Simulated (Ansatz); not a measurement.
## ZnSe: from a starting cell to a relaxed one

The start is a generated trial cell of ZnSe in the zincblende structure type. The structure is fully relaxed (lattice and positions, P = 0) with PBEsol (plane waves to 420 eV, PAW, scalar-relativistic; Ansatz, a program for electronic structure). First-step values are on the input's coarse k-mesh.

Ansatz input (later rounds restart from its end on a renewed k-mesh):
Ansatz 0.2 input:
```yaml
crystal:
  lattice:
    - [0, 2.867785, 2.867785]
    - [2.867785, 0, 2.867785]
    - [2.867785, 2.867785, 0]
  atoms:
    - { symbol: Se, position: [0.75, 0.75, 0.75] }
    - { symbol: Zn, position: [0, 0, 0] }
basis: { ecutwfc: 420, ecutrho_ratio: 4, xc_grid: 2, fft_grid_basis: typed }
kpoints: { mp_grid: { grid: [7, 7, 7] } }
hamiltonian:
  xc: pbesol
  dispersion: none
  pseudopotentials: { kind: paw }
scf: { occupations: { method: fermi_dirac, width: 0.05 } }
relax: { f_tol: 0.01, max_steps: 100, cell: { stress_tol: 0.02 } }
output: { forces: true, stress: true }
```

```json
{
  "outcome": "The space group stays F-43m (No. 216) (the run could not lower it); the end is zinc blende type, with 2 atoms in the primitive cell",
  "energy_released": "0.013 eV/atom",
  "Shortest distances (start → end)": "The closest pairs of elements (up to four, under 3.6 Å), start → end: Se–Zn 2.48 → 2.44 Å",
  "band_gap_at_the_end": "1.24 eV, direct at Γ (no spin-orbit coupling)",
  "optimiser_moves": "3"
}
```

Final structure:

```cif
data_Se4Zn4
_chemical_formula_sum 'Se4 Zn4'
_space_group_name_H-M_alt 'F-43m'
_space_group_IT_number 216
_space_group_name_Hall 'F -4 2 3'
_cell_length_a 5.63374
_cell_length_b 5.63374
_cell_length_c 5.63374
_cell_angle_alpha 90.000
_cell_angle_beta 90.000
_cell_angle_gamma 90.000
loop_
_atom_site_label
_atom_site_type_symbol
_atom_site_symmetry_multiplicity
_atom_site_Wyckoff_symbol
_atom_site_fract_x
_atom_site_fract_y
_atom_site_fract_z
_atom_site_occupancy
Se1 Se 4 c 0.25000 0.25000 0.25000 1
Zn1 Zn 4 a 0.00000 0.00000 0.00000 1
```
(The calculation used a cell of 2 atoms; values per cell refer to that cell.)

Final values are on a 10×10×10 k-mesh of the relaxed cell. No spin polarisation in the result.

The run could not lose the symmetry of its start; a randomly shaken copy of 2 atoms returns to this structure.

All atoms sit on sites fixed by symmetry, so only the cell could relax.
